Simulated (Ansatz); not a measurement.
SiC2N4:
```cif
data_C4N8Si2
_chemical_formula_sum 'C4 Si2 N8'
_space_group_name_H-M_alt 'P 1'
_space_group_IT_number 1
_cell_length_a 5.34208
_cell_length_b 5.34208
_cell_length_c 5.34208
_cell_angle_alpha 126.952
_cell_angle_beta 117.509
_cell_angle_gamma 86.386
loop_
_space_group_symop_operation_xyz
  'x, y, z'
loop_
_atom_site_label
_atom_site_type_symbol
_atom_site_fract_x
_atom_site_fract_y
_atom_site_fract_z
_atom_site_occupancy
C1 C 0.00000 0.00000 0.50000 1
C2 C 0.00000 0.50000 0.00000 1
Si1 Si 0.00000 0.00000 0.00000 1
Si2 Si 0.50000 0.00000 0.50000 1
C3 C 0.65371 0.40371 0.25000 1
C4 C 0.34629 0.59629 0.75000 1
N1 N 0.27775 0.77323 0.99548 1
N2 N 0.27775 0.28226 0.50452 1
N3 N 0.20562 0.76513 0.44049 1
N4 N 0.82464 0.76513 0.05951 1
N5 N 0.72225 0.22677 0.00452 1
N6 N 0.72225 0.71774 0.49548 1
N7 N 0.79438 0.23487 0.55951 1
N8 N 0.17536 0.23487 0.94049 1
```

Relaxed with r²SCAN.

**Question.** Which orbitals make up the states near the Fermi level in the program Ansatz at the r²SCAN level (PAW)?

**Answer.** Within 0.5 eV of the Fermi level: N 2p 70 %, C 2p 21 %. Projections are on Löwdin-orthogonalised atomic valence shells; empty p or d shells of many metals are not among them.

**Question.** Tabulate the density of states.

**Answer.** States/eV per cell of 14 atoms, in 0.25 eV bins, energy from the Fermi level.

| E (eV) | total | N 2p | C 2p | N 2s |
|---|---|---|---|---|
| -7.85 | 4.92 | 2.85 | 1.09 | 0.45 |
| -7.60 | 5.27 | 3.08 | 1.22 | 0.46 |
| -7.35 | 6.02 | 3.50 | 1.48 | 0.55 |
| -7.10 | 5.03 | 2.95 | 1.20 | 0.40 |
| -6.85 | 4.48 | 2.67 | 1.12 | 0.25 |
| -6.60 | 4.11 | 2.47 | 1.03 | 0.19 |
| -6.35 | 3.36 | 2.06 | 0.79 | 0.14 |
| -6.10 | 3.22 | 1.97 | 0.74 | 0.18 |
| -5.85 | 4.20 | 2.62 | 0.95 | 0.27 |
| -5.60 | 4.15 | 2.63 | 0.91 | 0.27 |
| -5.35 | 4.50 | 2.86 | 1.01 | 0.29 |
| -5.10 | 4.53 | 2.92 | 1.00 | 0.29 |
| -4.85 | 4.08 | 2.85 | 0.55 | 0.28 |
| -4.60 | 4.75 | 3.45 | 0.54 | 0.26 |
| -4.35 | 4.27 | 3.16 | 0.49 | 0.23 |
| -4.10 | 3.63 | 2.75 | 0.41 | 0.20 |
| -3.85 | 3.60 | 2.79 | 0.38 | 0.20 |
| -3.60 | 4.43 | 3.42 | 0.55 | 0.24 |
| -3.35 | 2.99 | 2.28 | 0.35 | 0.20 |
| -3.10 | 3.58 | 2.80 | 0.35 | 0.24 |
| -2.85 | 5.76 | 4.75 | 0.39 | 0.36 |
| -2.60 | 4.55 | 3.93 | 0.24 | 0.20 |
| -2.35 | 4.03 | 3.56 | 0.18 | 0.16 |
| -2.10 | 3.08 | 2.68 | 0.17 | 0.12 |
| -1.85 | 2.06 | 1.70 | 0.19 | 0.08 |
| -1.60 | 1.95 | 1.58 | 0.20 | 0.07 |
| -1.35 | 2.85 | 2.30 | 0.31 | 0.08 |
| -1.10 | 2.87 | 2.48 | 0.21 | 0.05 |
| -0.85 | 3.84 | 3.54 | 0.13 | 0.05 |
| -0.60 | 1.42 | 1.35 | 0.02 | 0.02 |
| -0.35 | 1.14 | 1.09 | 0.01 | 0.01 |
| -0.10 | 1.84 | 1.58 | 0.16 | 0.02 |
| 0.15 | 0.71 | 0.23 | 0.36 | 0.02 |
| 0.40 | 1.08 | 0.35 | 0.54 | 0.04 |
| 0.65 | 1.38 | 0.45 | 0.69 | 0.05 |
| 0.90 | 1.61 | 0.52 | 0.81 | 0.06 |
| 1.15 | 2.18 | 0.68 | 1.10 | 0.09 |
| 1.40 | 2.56 | 0.82 | 1.29 | 0.11 |
| 1.65 | 4.14 | 1.36 | 2.05 | 0.18 |
| 1.90 | 4.09 | 1.37 | 1.93 | 0.17 |
| 2.15 | 4.45 | 1.43 | 2.05 | 0.20 |
| 2.40 | 6.18 | 1.82 | 2.91 | 0.26 |
| 2.65 | 4.25 | 1.35 | 2.00 | 0.11 |
| 2.90 | 1.10 | 0.38 | 0.47 | 0.02 |
| 3.15 | 1.52 | 0.54 | 0.61 | 0.04 |
| 3.40 | 2.06 | 0.74 | 0.76 | 0.06 |
| 3.65 | 4.18 | 1.60 | 1.48 | 0.11 |
| 3.90 | 6.25 | 2.46 | 2.17 | 0.15 |
| 4.15 | 3.15 | 1.29 | 0.97 | 0.07 |
| 4.40 | 1.42 | 0.63 | 0.24 | 0.04 |
| 4.65 | 1.30 | 0.56 | 0.09 | 0.06 |

Space group Imma. The start of the workflow was typed in or built on a structure type; neither database checked (COD, Materials Project) lists it. COD files the formula under space group No. 224. Its standing as an ambient phase is unchecked. The r²SCAN relaxation kept the symmetry of its start; its stability against distortions is not shown here. The volume moved by 26 % from the start of the relaxation. Its formation energy is positive at this level, so the cell may be metastable or incomplete.

Potentials: the earlier of the program's two PAW sets.
